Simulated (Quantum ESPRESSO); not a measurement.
Band energies of MoS₂ monolayer

```xyz
3
Lattice="3.1410 0.0000 0.0000 -1.5705 2.7202 0.0000 0.0000 0.0000 16.1000" Properties=species:S:1:pos:R:3 pbc="T T T"
S      1.5705     0.9067    -1.5586
S      1.5705     0.9067     1.5586
Mo     0.0000     0.0000     0.0000
```

PBEsol (pw.x of Quantum ESPRESSO, ONCV potentials, with spin-orbit coupling); path ΓMKΓ; energies in eV from the valence-band maximum.

| k (1/Å) | point | band 26 | band 27 | band 28 | band 29 | band 30 | band 31 | band 32 | band 33 |
|---|---|---|---|---|---|---|---|---|---|
| 0.00 | Γ | -0.14 | 2.78 | 2.78 | 2.86 | 2.86 | 3.10 | 3.10 | 3.10 |
| 0.10 |  | -0.15 | 2.75 | 2.75 | 2.89 | 2.89 | 3.00 | 3.00 | 3.06 |
| 0.32 |  | -0.29 | 2.44 | 2.44 | 2.59 | 2.59 | 2.80 | 2.80 | 3.28 |
| 0.42 |  | -0.47 | 2.23 | 2.23 | 2.62 | 2.62 | 2.66 | 2.66 | 3.53 |
| 0.63 |  | -0.95 | 2.16 | 2.16 | 2.35 | 2.35 | 3.08 | 3.08 | 3.98 |
| 0.84 |  | -1.06 | 2.25 | 2.25 | 2.45 | 2.45 | 3.59 | 3.59 | 4.27 |
| 0.94 |  | -0.92 | 2.28 | 2.28 | 2.63 | 2.63 | 3.76 | 3.76 | 4.35 |
| 1.15 | M | -0.72 | 2.33 | 2.33 | 2.84 | 2.84 | 3.88 | 3.88 | 4.41 |
| 1.38 |  | -0.41 | 2.29 | 2.35 | 2.89 | 3.02 | 3.85 | 3.86 | 4.19 |
| 1.49 |  | -0.32 | 2.19 | 2.23 | 3.06 | 3.21 | 3.48 | 3.50 | 4.47 |
| 1.71 |  | -0.07 | 1.82 | 1.83 | 3.01 | 3.04 | 3.49 | 3.63 | 4.95 |
| 1.82 | K | 0.00 | 1.73 | 1.73 | 2.96 | 3.00 | 3.58 | 3.72 | 5.02 |
| 2.01 |  | -0.24 | 1.98 | 2.00 | 3.04 | 3.06 | 3.29 | 3.42 | 4.88 |
| 2.20 |  | -0.62 | 2.18 | 2.20 | 2.77 | 2.85 | 3.05 | 3.05 | 4.66 |
| 2.30 |  | -0.75 | 2.03 | 2.09 | 2.67 | 2.69 | 2.95 | 2.98 | 4.57 |
| 2.49 |  | -0.84 | 1.85 | 1.92 | 2.51 | 2.53 | 2.67 | 2.72 | 4.27 |
| 2.68 |  | -0.57 | 2.09 | 2.11 | 2.47 | 2.50 | 2.54 | 2.58 | 3.76 |
| 2.77 |  | -0.39 | 2.29 | 2.30 | 2.47 | 2.52 | 2.66 | 2.69 | 3.48 |
| 2.96 |  | -0.18 | 2.65 | 2.67 | 2.80 | 2.80 | 2.96 | 2.98 | 3.01 |
| 3.16 | Γ | -0.14 | 2.78 | 2.78 | 2.86 | 2.86 | 3.10 | 3.10 | 3.10 |

The PBEsol gap is direct, 1.73 eV at K. The valence-band maximum lies 5.88 eV below the vacuum level.

Geometry relaxed with PBEsol.
